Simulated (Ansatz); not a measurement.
CF₄:
```xyz
10
Lattice="4.0321 2.0295 0.0000 -4.0321 2.0295 0.0000 -3.9693 0.0000 6.9191" Properties=species:S:1:pos:R:3 pbc="T T T"
F      0.7404     2.0372     4.1598
F     -6.6944     2.0372     6.2189
F     -4.7097     2.0218     2.7593
F      2.7251     2.0218     0.7002
C     -0.9923     0.7549     1.7298
C     -2.9770     3.3041     5.1893
F     -2.0215     1.5155     2.0463
F      0.0369     1.5155     1.4133
F     -1.9478     2.5435     4.8728
F     -4.0061     2.5435     5.5058
```

Cartesian axes are those of the cell as given.

Question: Give the high-frequency dielectric tensor and the Born effective charge tensors of the independent atoms from DFPT, plane-wave PAW LDA (Ansatz code).

Answer: 
ε∞:
```
1.83  0.00  0.00
0.00  1.83  0.00
0.00  0.00  1.83
```
Z* of atom 1 (F), rows: field, columns: displacement, in e:
```
-0.41   0.11  -0.16
 0.10  -0.62   0.35
-0.15   0.35  -0.85
```
Z* of atom 5 (C), rows: field, columns: displacement, in e:
```
2.52  0.00  0.02
0.00  2.50  0.00
0.02  0.00  2.52
```
Z* of atom 7 (F), rows: field, columns: displacement, in e:
```
-0.85   0.36   0.15
 0.35  -0.63  -0.11
 0.14  -0.10  -0.41
```

Space group C2/c. The workflow started from an entry of the Crystallography Open Database (COD). The cell was relaxed with LDA under the symmetry of its start; its stability against distortions is not shown here. The substance is a gas or liquid at ambient conditions. A crystal of weakly bound molecules computed without a dispersion correction: the cell and the soft elastic constants depend strongly on that.

Potentials: the later of the program's two PAW sets.
